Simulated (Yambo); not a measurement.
G0W0@LDA for TlBr (CsCl type, space group Pm-3m, No. 221) in Yambo. Reference settings: 4×4×4 Γ-centred k mesh, 143 bands and a 10 Ry block in the screening, 143 bands in G with the Bruneval-Gonze terminator, plasmon pole fitted at 27.2 eV. The LDA gap X → X on this mesh is 1.71 eV; G0W0 gaps are taken between the same points.

Gap (X → X) in eV against the number of bands and the screening block, terminator on:

```json
[
 {"bands (W and G)": "28", "2 Ry": "2.586", "4 Ry": "2.771", "6 Ry": "2.795", "8 Ry": "2.812", "10 Ry": "2.821"},
 {"bands (W and G)": "47", "2 Ry": "2.557", "4 Ry": "2.800", "6 Ry": "2.843", "8 Ry": "2.874", "10 Ry": "2.893"},
 {"bands (W and G)": "75", "2 Ry": "2.556", "4 Ry": "2.834", "6 Ry": "2.893", "8 Ry": "2.939", "10 Ry": "2.970"},
 {"bands (W and G)": "109", "2 Ry": "2.560", "4 Ry": "2.844", "6 Ry": "2.909", "8 Ry": "2.964", "10 Ry": "3.002"},
 {"bands (W and G)": "143", "2 Ry": "2.556", "4 Ry": "2.849", "6 Ry": "2.918", "8 Ry": "2.976", "10 Ry": "3.018"}
]
```

Rough cost of the Yambo step against the reference (shared machines):

| bands (W and G) | 2 Ry | 4 Ry | 6 Ry | 8 Ry | 10 Ry |
|---|---|---|---|---|---|
| 28 | 1/10 | 1/9 | 1/8 | 1/7 | 1/5 |
| 47 | 1/6 | 1/5 | 1/5 | 1/4 | 1/3 |
| 75 | 1/4 | 1/3 | 1/3 | 1/2 | ~1 |
| 109 | 1/2 | 1/2 | ~1 | ~1 | ~1 |
| 143 | ~1 | ~1 | ~1 | ~1 | 1 |

At the largest block the last step in bands moves the gap by 0.016 eV; at the most bands the last step in the block moves it by 0.042 eV.

Spin-orbit coupling is left out; with 6p states at a band edge it can lower the gap by many tenths of an eV, most of a small gap.

The standard potential for Tl keeps a d shell in the valence without the s and p states of that shell. In tests on such compounds this moved G0W0 gaps by up to about 0.9 eV, so absolute quasiparticle energies here are unreliable; differences between settings are what counts.

Geometry of the Materials Project entry, not relaxed at this level; primitive cell a = b = c = 4.000 Å, α = β = γ = 90.00°.
